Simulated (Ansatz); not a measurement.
Ba (bcc (W type), Im-3m) under volume change, the program Ansatz at the PBE+D3(BJ) level (PAW), scaled uniformly.

```tsv
V (Å³/atom)	E − E(relaxed) (meV/atom)	P (GPa)
54.145	14.9	0.96
55.930	6.3	0.60
57.715	1.5	0.28
59.500	0.0	0.00
61.285	1.4	-0.25
63.070	5.4	-0.47
64.855	11.8	-0.67
```

Task: What does a third-order Birch–Murnaghan fit give for V₀, B₀ and B′?

Result: V₀ = 59.49 Å³/atom, B₀ = 8.8 GPa, B′ = 3.0.

Symmetry was held in the PBE+D3(BJ) relaxation. The pairwise dispersion correction was not fitted to metals. Spin–orbit coupling is left out wherever it is not named.

Potentials: the later of the program's two PAW sets.
